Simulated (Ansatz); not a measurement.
Below is a relaxed structure of SrAl₂Os. The cell was found from a structure generator's guess, not taken from experiment.

All numbers below come from DFT PBE, scalar-relativistic, plane waves, PAW (Ansatz). Cutoff 420 eV, Γ-centred mesh, Gaussian smearing, no spin polarisation.

```xyz
4
Lattice="3.1773 0.0000 0.0000 -1.5887 2.7516 0.0000 0.0000 0.0000 9.2716" Properties=species:S:1:pos:R:3 pbc="T T T"
Sr    0.0000    1.8344    4.6358
Al    0.0000    0.0000    7.4692
Al    0.0000    0.0000    1.8025
Os    0.0000    1.8344    0.0000
```

Energies over the elements count from the elements' standard structures at the same level, with no fitted energy shifts.

**Question.** Find its symmetry and describe it.

**Answer.** P-6m2 (No. 187). Conventional cell: a = 3.177 Å, c = 9.272 Å. Sr is surrounded by 6 Sr at 3.18 Å and 6 Al at 3.38 Å; Al has 3 Os at 2.57 Å, 6 Al at 3.18 Å and 3 Sr at 3.38 Å; around Os lie 6 Al at 2.57 Å and 6 Os at 3.18 Å.

**Question.** How far does it lie from the elements in energy?

**Answer.** +0.24 eV/atom. The separate elements lie lower, so it is unstable against them.

**Question.** Is it a metal?

**Answer.** Yes, bands cross the Fermi level on the 18×18×6 mesh.

**Question.** From what recipe could a structure generator have reached it?

**Answer.** One such recipe: close-packed layers stacked ABAB, next cell at A (P-6m2, No. 187). Other recipes can lead to the same cell.

The last run used an 18×18×6 mesh (in the run's order of axes) for its 4-atom cell and Gaussian smearing of 0.10 eV. Spin–orbit coupling, which can matter for Os, is left out. Symmetry constrained the relaxation, so the result can be a saddle point. Another cell of SrAl2Os relaxed alike, in P4/mmm, lies 0.42 eV/atom lower, so this cell isn't the stable form at this level.
